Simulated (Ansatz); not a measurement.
LuAlN$_{2}$:
Space group Pna2₁ (No. 33); a = 5.9086 Å, b = 6.9408 Å, c = 5.2248 Å, α = β = γ = 90.00°

| atom | site | symmetry | x | y | z |
|---|---|---|---|---|---|
| Lu | 4a | 1 | 0.4007 | 0.1228 | 0.4802 |
| Al | 4a | 1 | 0.0728 | 0.1263 | 0.9960 |
| N | 4a | 1 | 0.1057 | 0.6468 | 0.4118 |
| N | 4a | 1 | 0.0495 | 0.1035 | 0.3580 |

Relaxed with the program Ansatz at the PBE level (PAW). Indices refer to the conventional cell of Pna2_1, a = 5.909 Å, b = 6.941 Å, c = 5.225 Å, α = β = γ = 90.00°.

### Question
Simulate the powder diffraction pattern (Cu Kα, λ = 1.54184 Å; lines above 1 %) up to 2θ = 90°.

### Answer
Simulated powder pattern, Cu Kα, λ = 1.54184 Å (kinematic, ideal powder, no thermal factors, no anomalous dispersion; the 30 strongest lines at most, above 1 %, up to 2θ = 90°):

| 2θ (°) | d (Å) | I/Imax (%) | hkl |
|---|---|---|---|
| 19.73 | 4.499 | 55 | (110) |
| 21.29 | 4.174 | 70 | (011) |
| 26.14 | 3.409 | 35 | (111) |
| 29.86 | 2.992 | 53 | (120) |
| 30.25 | 2.954 | 12 | (200) |
| 32.95 | 2.718 | 29 | (210) |
| 34.33 | 2.612 | 52 | (002) |
| 34.54 | 2.597 | 100 | (121) |
| 34.89 | 2.572 | 64 | (201) |
| 39.90 | 2.259 | 25 | (112) |
| 41.94 | 2.154 | 9.5 | (130) |
| 42.74 | 2.115 | 17 | (031) |
| 45.54 | 1.992 | 6.7 | (131) |
| 46.12 | 1.968 | 29 | (122) |
| 48.32 | 1.884 | 21 | (212) |
| 50.08 | 1.822 | 9.2 | (230) |
| 51.29 | 1.781 | 16 | (311) |
| 52.75 | 1.735 | 17 | (040) |
| 53.50 | 1.713 | 30 | (320) |
| 54.31 | 1.689 | 6.2 | (013) |
| 55.27 | 1.662 | 8.8 | (132) |
| 61.62 | 1.505 | 25 | (123) |
| 61.84 | 1.500 | 15 | (203) |
| 62.12 | 1.494 | 11 | (232) |
| 64.47 | 1.445 | 16 | (042) |
| 64.82 | 1.438 | 23 | (241) |
| 65.12 | 1.432 | 29 | (322) |
| 85.57 | 1.135 | 13 | (243) |
| 88.04 | 1.109 | 8.4 | (161) |
| 89.62 | 1.094 | 11 | (521) |

The start of the workflow was typed in or built on a structure type; neither database checked (COD, Materials Project) lists it. Its standing as an ambient phase is unchecked. The cell was relaxed with PBE under the symmetry of its start; whether a distortion lowers the energy is not shown. Spin–orbit coupling is left out wherever it is not named.

Potentials: the earlier of the program's two PAW sets.
